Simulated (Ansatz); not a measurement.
Input, command and steps of an Ansatz relaxation.

```yaml
crystal:
  lattice:
    - [3.2378611802, 0.0, 0.0]
    - [-1.6189305901, 2.804070036, 0.0]
    - [0.0, 0.0, 28.889934348]
  atoms:
    - { symbol: W, position: [0.6666666667, 0.3333333333, 0.0] }
    - { symbol: W, position: [0.3333333333, 0.6666666667, 0.7734641533] }
    - { symbol: W, position: [0.3333333333, 0.6666666667, 0.2265358467] }
    - { symbol: Se, position: [0.3333333333, 0.6666666667, 0.0573689714] }
    - { symbol: Se, position: [0.6666666667, 0.3333333333, 0.830840301] }
    - { symbol: Se, position: [0.6666666667, 0.3333333333, 0.283834164] }
    - { symbol: Se, position: [0.3333333333, 0.6666666667, 0.9426310286] }
    - { symbol: Se, position: [0.6666666667, 0.3333333333, 0.716165836] }
    - { symbol: Se, position: [0.6666666667, 0.3333333333, 0.169159699] }
basis:
  ecutwfc: 420
kpoints:
  mp_grid: { grid: [12, 12, 1] }
hamiltonian:
  xc: pbesol
scf:
  occupations: { method: gaussian, width: 0.02 }
output:
  forces: true
  stress: true
  eigenvalues: true
relax:
  adjacent_minimum: "off"
  f_tol: 0.01
  max_steps: 30
  cell: { stress_tol: 0.1, fix: [volume] }
```

```bash
ansatz run input.yaml --threads 2 --pin off --max-ram 5120MiB --backend cpu --events-out ev --progress --plain --runs-dir out
```

All numbers below come from Ansatz, DFT PBEsol, scalar-relativistic, plane waves, PAW.

The volume is held at 0.97 times that of the relaxed cell.

Of 6 frames 5 are shown, positions in Å and forces in eV/Å; the SCF threshold varies from step to step. Steps run on the plane waves of an earlier cell, with a Pulay correction in the pressure. The basis is chosen afresh for the last frame, the zero of the energies, and at times for earlier ones too; energy and pressure step there, also at an unchanged geometry.

```xyz
9
Lattice="3.2379 0.0000 0.0000 -1.6189 2.8041 0.0000 0.0000 0.0000 28.8899" Properties=species:S:1:pos:R:3:forces:R:3 pbc="T T T" step=1 free_energy_over_end_meV_per_atom=8.50 pressure_GPa=3.11
W     1.6189    0.9347    0.0000    0.0000    0.0000    0.0000
W     0.0000    1.8694   22.3453    0.0000    0.0000   -0.0019
W     0.0000    1.8694    6.5446    0.0000    0.0000    0.0019
Se    0.0000    1.8694    1.6574    0.0000    0.0000    0.5393
Se    1.6189    0.9347   24.0029    0.0000    0.0000    0.5407
Se    1.6189    0.9347    8.1999    0.0000    0.0000    0.5533
Se    0.0000    1.8694   27.2325    0.0000    0.0000   -0.5393
Se    1.6189    0.9347   20.6900    0.0000    0.0000   -0.5533
Se    1.6189    0.9347    4.8870    0.0000    0.0000   -0.5407
9
Lattice="3.2738 0.0000 0.0000 -1.6369 2.8352 0.0000 0.0000 0.0000 28.2596" Properties=species:S:1:pos:R:3:forces:R:3 pbc="T T T" step=2 free_energy_over_end_meV_per_atom=4.73 pressure_GPa=-1.46
W     1.6369    0.9451    0.0000    0.0000    0.0000    0.0000
W     0.0000    1.8901   21.8103    0.0000    0.0000   -0.0303
W     0.0000    1.8901    6.4493    0.0000    0.0000    0.0303
Se    0.0000    1.8901    1.6973    0.0000    0.0000   -0.4556
Se    1.6369    0.9451   23.5085    0.0000    0.0000   -0.4654
Se    1.6369    0.9451    8.1453    0.0000    0.0000   -0.4289
Se    0.0000    1.8901   26.5623    0.0000    0.0000    0.4556
Se    1.6369    0.9451   20.1143    0.0000    0.0000    0.4289
Se    1.6369    0.9451    4.7511    0.0000    0.0000    0.4654
9
Lattice="3.2738 0.0000 0.0000 -1.6369 2.8352 0.0000 0.0000 0.0000 28.2600" Properties=species:S:1:pos:R:3:forces:R:3 pbc="T T T" step=3 free_energy_over_end_meV_per_atom=0.07 pressure_GPa=-0.12
W     1.6369    0.9450    0.0000    0.0000    0.0000    0.0000
W     0.0000    1.8901   21.6909    0.0000    0.0000   -0.0020
W     0.0000    1.8901    6.5691    0.0000    0.0000    0.0020
Se    0.0000    1.8901    1.6734    0.0000    0.0000   -0.0093
Se    1.6369    0.9450   23.3656    0.0000    0.0000   -0.0262
Se    1.6369    0.9450    8.2412    0.0000    0.0000   -0.0187
Se    0.0000    1.8901   26.5866    0.0000    0.0000    0.0093
Se    1.6369    0.9450   20.0188    0.0000    0.0000    0.0187
Se    1.6369    0.9450    4.8944    0.0000    0.0000    0.0262
9
Lattice="3.2687 0.0000 0.0000 -1.6343 2.8307 0.0000 0.0000 0.0000 28.3482" Properties=species:S:1:pos:R:3:forces:R:3 pbc="T T T" step=4 free_energy_over_end_meV_per_atom=0.02 pressure_GPa=0.03
W     1.6343    0.9436    0.0000    0.0000    0.0000    0.0000
W     0.0000    1.8872   21.7340    0.0000    0.0000    0.0008
W     0.0000    1.8872    6.6141    0.0000    0.0000   -0.0008
Se    0.0000    1.8872    1.6756    0.0000    0.0000   -0.0085
Se    1.6343    0.9436   23.4101    0.0000    0.0000   -0.0114
Se    1.6343    0.9436    8.2878    0.0000    0.0000   -0.0114
Se    0.0000    1.8872   26.6725    0.0000    0.0000    0.0085
Se    1.6343    0.9436   20.0603    0.0000    0.0000    0.0114
Se    1.6343    0.9436    4.9380    0.0000    0.0000    0.0114
9
Lattice="3.2706 0.0000 0.0000 -1.6353 2.8324 0.0000 0.0000 0.0000 28.3148" Properties=species:S:1:pos:R:3:forces:R:3 pbc="T T T" step=6 free_energy_over_end_meV_per_atom=0.00 pressure_GPa=0.01
W     1.6353    0.9441    0.0000    0.0000    0.0000    0.0000
W     0.0000    1.8883   21.7090    0.0000    0.0000    0.0001
W     0.0000    1.8883    6.6058    0.0000    0.0000   -0.0001
Se    0.0000    1.8883    1.6743    0.0000    0.0000    0.0012
Se    1.6353    0.9441   23.3836    0.0000    0.0000    0.0011
Se    1.6353    0.9441    8.2780    0.0000    0.0000    0.0017
Se    0.0000    1.8883   26.6405    0.0000    0.0000   -0.0012
Se    1.6353    0.9441   20.0368    0.0000    0.0000   -0.0017
Se    1.6353    0.9441    4.9312    0.0000    0.0000   -0.0011
```

The run took 2.2 min on 2 threads of Intel(R) Xeon(R) Platinum 8259CL CPU @ 2.50GHz (Skylake/Cascade Lake), on a shared host, peak memory 0.81 GiB.

Spin–orbit coupling is left out, which can shift energies with elements as heavy as these. The cell holds layers, and where no dispersion correction was added their binding is poorly described.